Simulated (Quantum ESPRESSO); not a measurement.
# AlTa3AgRuV2: finding a planted mistake in a log

Computed values, not a measurement. The program is pw.x of Quantum ESPRESSO 7.5 (plane-wave density functional theory). The cell is made up: eight metal atoms on a face-centred cubic lattice, with elements, volume, strain and displacements drawn at random and not relaxed, so it may be unstable or far from any real phase. PseudoDojo standard norm-conserving files set the functional (PBE unless stated); there is no spin polarisation or spin-orbit coupling, the Fermi-Dirac width of 0.25 eV means electrons at about 2900 K, and the masses in the input are unused placeholders. Heavy elements are run without spin-orbit coupling, which real alloys of them have. A spin test at this wide smearing found no moment, but such smearing suppresses magnetism that the real alloy may have.

Intended input:

```
&control calculation='scf', pseudo_dir='./dojo.nc.sr.pbe.v0_5.standard.upf', outdir='./o', disk_io='minimal', tprnfor=.true., tstress=.true. /
&system ibrav=0, nat=8, ntyp=5, nbnd=68, ecutwfc=84.00895049, nosym=.true., tot_charge=0,
 occupations='smearing', smearing='fd', degauss=0.0183746611
/
&electrons conv_thr=1.470e-08, electron_maxstep=70, mixing_beta=0.5 /
ATOMIC_SPECIES
Ag 1.0 Ag.upf
Al 1.0 Al.upf
Ru 1.0 Ru.upf
Ta 1.0 Ta.upf
V 1.0 V.upf
CELL_PARAMETERS angstrom
2.0391 3.8957 1.9493
1.9449 -3.9024 2.057
1.9965 0.1044 -6.014
ATOMIC_POSITIONS angstrom
Al -0.0083 0.0528 -0.0885
Ta 2.0138 -1.8037 0.0998
Ag 1.9666 0.0973 -2.0814
Ru 4.0134 -1.8568 -1.8985
V 1.868 -0.0935 1.9434
Ta 1.8737 2.0265 -0.0342
Ta 4.0072 0.1356 -0.0493
V 3.9718 2.1821 -2.0205
K_POINTS automatic
6 6 4 1 1 1
```

The log is shortened where brackets say so; the opening notice, blank lines, dates and the lines on written files are dropped, and the path of the files is cut. It prints rydbergs, bohrs and kilobars, and counts compression as positive stress. Its total energy is the free energy E - TS of the whole cell.

Log of the intended run:

```
     Program PWSCF v.7.5
     Parallel version (MPI & OpenMP), running on       4 processor cores
     Number of MPI processes:                 4
     Threads/MPI process:                     1
     [start-up lines left out]
     bravais-lattice index     =            0
     lattice parameter (alat)  =       9.0892  a.u.
     unit-cell volume          =     840.6151 (a.u.)^3
     number of atoms/cell      =            8
     number of atomic types    =            5
     number of electrons       =       103.00
     number of Kohn-Sham states=           68
     kinetic-energy cutoff     =      84.0090  Ry
     charge density cutoff     =     336.0358  Ry
     scf convergence threshold =      1.5E-08
     mixing beta               =       0.5000
     number of iterations used =            8  plain     mixing
     Exchange-correlation= PBE
                           (   1   4   3   4   0   0   0)
     [axes and pseudopotential details left out]
   Cartesian axes
     site n.     atom                  positions (alat units)
         1        Al     tau(   1) = (  -0.0017256   0.0109776  -0.0183999  )
         2        Ta     tau(   2) = (   0.4186868  -0.3750052   0.0207493  )
         3        Ag     tau(   3) = (   0.4088735   0.0202295  -0.4327415  )
         4        Ru     tau(   4) = (   0.8344214  -0.3860451  -0.3947149  )
         5        V      tau(   5) = (   0.3883737  -0.0194395   0.4040500  )
         6        Ta     tau(   6) = (   0.3895588   0.4213273  -0.0071105  )
         7        Ta     tau(   7) = (   0.8331323   0.0281924  -0.0102499  )
         8        V      tau(   8) = (   0.8257724   0.4536779  -0.4200798  )
     number of k points=    72  Fermi-Dirac smearing, width (Ry)=  0.0184
                       cart. coord. in units 2pi/alat
        k(    1) = (   0.2262593  -0.0030772  -0.0249118), wk =   0.0277778
        k(    2) = (   0.3770445  -0.0069697  -0.1748642), wk =   0.0277778
     [further k points left out]
     Dense  grid:    87481 G-vectors     FFT dimensions: (  54,  54,  72)
     Estimated max dynamical RAM per process >     372.03 MB
     Estimated total dynamical RAM >       1.39 GB
     Initial potential from superposition of free atoms
     starting charge     102.9915, renormalised to     103.0000
     Starting wfcs are   74 randomized atomic wfcs
     total cpu time spent up to now is        6.2 secs
     per-process dynamical memory:   303.4 Mb
     Self-consistent Calculation
     iteration #  1     ecut=    84.01 Ry     beta= 0.50
     Davidson diagonalization with overlap
     ethr =  1.00E-02,  avg # of iterations =  3.0
     total cpu time spent up to now is       21.2 secs
     total energy              =   -1200.25514803 Ry
     estimated scf accuracy    <       3.98164197 Ry
     iteration #  2     ecut=    84.01 Ry     beta= 0.50
     Davidson diagonalization with overlap
     ethr =  3.87E-03,  avg # of iterations =  3.0
     total cpu time spent up to now is       37.1 secs
     total energy              =   -1201.02244879 Ry
     estimated scf accuracy    <      22.51268798 Ry
     [iterations 3 to 14 left out]
     iteration # 15     ecut=    84.01 Ry     beta= 0.50
     Davidson diagonalization with overlap
     ethr =  9.90E-10,  avg # of iterations =  1.6
     total cpu time spent up to now is      208.2 secs
     total energy              =   -1202.64240833 Ry
     estimated scf accuracy    <       0.00000043 Ry
     iteration # 16     ecut=    84.01 Ry     beta= 0.50
     Davidson diagonalization with overlap
     ethr =  4.19E-10,  avg # of iterations =  1.0
     total cpu time spent up to now is      219.6 secs
     End of self-consistent calculation
     [lines on levels left out]
!    total energy              =   -1202.64240835 Ry
     estimated scf accuracy    <          5.8E-09 Ry
     smearing contrib. (-TS)   =      -0.12347282 Ry
     internal energy E=F+TS    =   -1202.51893554 Ry
     The total energy is F=E-TS. E is the sum of the following terms:
     one-electron contribution =    -390.68090749 Ry
     hartree contribution      =     248.65698935 Ry
     xc contribution           =    -217.50308777 Ry
     ewald contribution        =    -842.99192963 Ry
     convergence has been achieved in  16 iterations
     Forces acting on atoms (cartesian axes, Ry/au):
     atom    1 type  2   force =    -0.04236962    0.00761558    0.03029755
     atom    2 type  4   force =    -0.07758784   -0.02135813   -0.05979576
     atom    3 type  1   force =     0.03459575   -0.01412643    0.02069766
     atom    4 type  3   force =     0.01262183    0.01425585   -0.03406018
     atom    5 type  5   force =    -0.00240088    0.04984957    0.05255302
     atom    6 type  4   force =     0.05068422   -0.01249319    0.04741760
     atom    7 type  4   force =     0.02094982    0.02567048   -0.02794683
     atom    8 type  5   force =     0.00350672   -0.04941374   -0.02916306
     Total force =     0.177706     Total SCF correction =     0.000187
     Computing stress (Cartesian axis) and pressure
          total   stress  (Ry/bohr**3)                   (kbar)     P=      104.60
   0.00058336  -0.00012902   0.00008065           85.82      -18.98       11.86
  -0.00012902   0.00071637   0.00017820          -18.98      105.38       26.21
   0.00008065   0.00017820   0.00083340           11.86       26.21      122.60
     init_run     :      5.78s CPU      6.06s WALL (       1 calls)
     electrons    :    208.16s CPU    213.40s WALL (       1 calls)
     forces       :      2.43s CPU      2.45s WALL (       1 calls)
     stress       :      8.10s CPU      8.12s WALL (       1 calls)
     [timing details left out]
     PWSCF        :   3m44.63s CPU   3m50.27s WALL
     JOB DONE.
```

A second run was made from an input with one planted mistake. Its log:

```
     Program PWSCF v.7.5
     Parallel version (MPI & OpenMP), running on       4 processor cores
     Number of MPI processes:                 4
     Threads/MPI process:                     1
     [start-up lines left out]
     bravais-lattice index     =            0
     lattice parameter (alat)  =       9.0892  a.u.
     unit-cell volume          =     840.6151 (a.u.)^3
     number of atoms/cell      =            8
     number of atomic types    =            5
     number of electrons       =       103.00
     number of Kohn-Sham states=           68
     kinetic-energy cutoff     =      84.0090  Ry
     charge density cutoff     =     336.0358  Ry
     scf convergence threshold =      1.5E-08
     mixing beta               =       0.5000
     number of iterations used =            8  plain     mixing
     Exchange-correlation= PBE
                           (   1   4   3   4   0   0   0)
     [axes and pseudopotential details left out]
   Cartesian axes
     site n.     atom                  positions (alat units)
         1        Al     tau(   1) = (  -0.0017256   0.0109776  -0.0183999  )
         2        Ta     tau(   2) = (   0.4186868  -0.3750052   0.0207493  )
         3        V      tau(   3) = (   0.4088735   0.0202295  -0.4327415  )
         4        Ru     tau(   4) = (   0.8344214  -0.3860451  -0.3947149  )
         5        Ag     tau(   5) = (   0.3883737  -0.0194395   0.4040500  )
         6        Ta     tau(   6) = (   0.3895588   0.4213273  -0.0071105  )
         7        Ta     tau(   7) = (   0.8331323   0.0281924  -0.0102499  )
         8        V      tau(   8) = (   0.8257724   0.4536779  -0.4200798  )
     number of k points=    72  Fermi-Dirac smearing, width (Ry)=  0.0184
                       cart. coord. in units 2pi/alat
        k(    1) = (   0.2262593  -0.0030772  -0.0249118), wk =   0.0277778
        k(    2) = (   0.3770445  -0.0069697  -0.1748642), wk =   0.0277778
     [further k points left out]
     Dense  grid:    87481 G-vectors     FFT dimensions: (  54,  54,  72)
     Estimated max dynamical RAM per process >     372.03 MB
     Estimated total dynamical RAM >       1.39 GB
     Initial potential from superposition of free atoms
     starting charge     102.9915, renormalised to     103.0000
     Starting wfcs are   74 randomized atomic wfcs
     total cpu time spent up to now is        6.3 secs
     per-process dynamical memory:   296.2 Mb
     Self-consistent Calculation
     iteration #  1     ecut=    84.01 Ry     beta= 0.50
     Davidson diagonalization with overlap
     ethr =  1.00E-02,  avg # of iterations =  3.0
     total cpu time spent up to now is       21.0 secs
     total energy              =   -1200.22561711 Ry
     estimated scf accuracy    <       3.96968243 Ry
     iteration #  2     ecut=    84.01 Ry     beta= 0.50
     Davidson diagonalization with overlap
     ethr =  3.85E-03,  avg # of iterations =  3.0
     total cpu time spent up to now is       36.9 secs
     total energy              =   -1200.98903760 Ry
     estimated scf accuracy    <      22.80187700 Ry
     [iterations 3 to 15 left out]
     iteration # 16     ecut=    84.01 Ry     beta= 0.50
     Davidson diagonalization with overlap
     ethr =  2.20E-10,  avg # of iterations =  1.8
     total cpu time spent up to now is      219.5 secs
     total energy              =   -1202.61675611 Ry
     estimated scf accuracy    <       0.00000001 Ry
     iteration # 17     ecut=    84.01 Ry     beta= 0.50
     Davidson diagonalization with overlap
     ethr =  1.43E-11,  avg # of iterations =  3.3
     total cpu time spent up to now is      233.4 secs
     End of self-consistent calculation
     [lines on levels left out]
!    total energy              =   -1202.61675611 Ry
     estimated scf accuracy    <          2.2E-09 Ry
     smearing contrib. (-TS)   =      -0.13239756 Ry
     internal energy E=F+TS    =   -1202.48435855 Ry
     The total energy is F=E-TS. E is the sum of the following terms:
     one-electron contribution =    -383.32044087 Ry
     hartree contribution      =     244.92915257 Ry
     xc contribution           =    -217.49592354 Ry
     ewald contribution        =    -846.59714671 Ry
     convergence has been achieved in  17 iterations
     Forces acting on atoms (cartesian axes, Ry/au):
     atom    1 type  2   force =    -0.03272512    0.00964074    0.02056070
     atom    2 type  4   force =    -0.04976717   -0.06930279   -0.10558369
     atom    3 type  5   force =     0.01337085   -0.00882446    0.01599729
     atom    4 type  3   force =    -0.01034004    0.01752015   -0.00575067
     atom    5 type  1   force =     0.00231189    0.10641979    0.07973190
     atom    6 type  4   force =     0.08253235   -0.03761723    0.02697341
     atom    7 type  4   force =     0.01422670    0.02663956   -0.02928665
     atom    8 type  5   force =    -0.01960947   -0.04447576   -0.00264227
     Total force =     0.227497     Total SCF correction =     0.000115
     Computing stress (Cartesian axis) and pressure
          total   stress  (Ry/bohr**3)                   (kbar)     P=      120.10
   0.00084748  -0.00023697   0.00001168          124.67      -34.86        1.72
  -0.00023697   0.00081725   0.00030222          -34.86      120.22       44.46
   0.00001168   0.00030222   0.00078446            1.72       44.46      115.40
     init_run     :      5.93s CPU      6.15s WALL (       1 calls)
     electrons    :    226.10s CPU    227.21s WALL (       1 calls)
     forces       :      2.36s CPU      2.39s WALL (       1 calls)
     stress       :      8.19s CPU      8.19s WALL (       1 calls)
     [timing details left out]
     PWSCF        :   4m 2.72s CPU   4m 4.11s WALL
     JOB DONE.
```

Question: the log repeats what the program read. Compare it with the intended run: what was wrong in the second input?

Answer: two atoms have their elements exchanged. The input lines that differ:

```
- Ag 1.9666 0.0973 -2.0814
+ V 1.9666 0.0973 -2.0814
- V 1.868 -0.0935 1.9434
+ Ag 1.868 -0.0935 1.9434
```

|  | intended run | run with the mistake |
| --- | --- | --- |
| free energy (eV) | -16362.784 | -16362.435 |
| entropy term -TS, part of it (eV) | -1.680 | -1.801 |
| pressure (GPa) | 10.46 | 12.01 |
| size of the largest force component (eV/Å) | 1.995 | 2.736 |
| largest change of a force component (eV/Å) |  | 1.454 |
| iterations | 16 | 17 |

For scale, a rerun of the intended cell at a higher cutoff and on a denser mesh moved values by no more than 0.003 eV in energy, 0.02 GPa in stress and 0.003 eV/Å in force, and a second program with other atomic files agreed on that cell to 2 % rms in force and 0.5 GPa in pressure.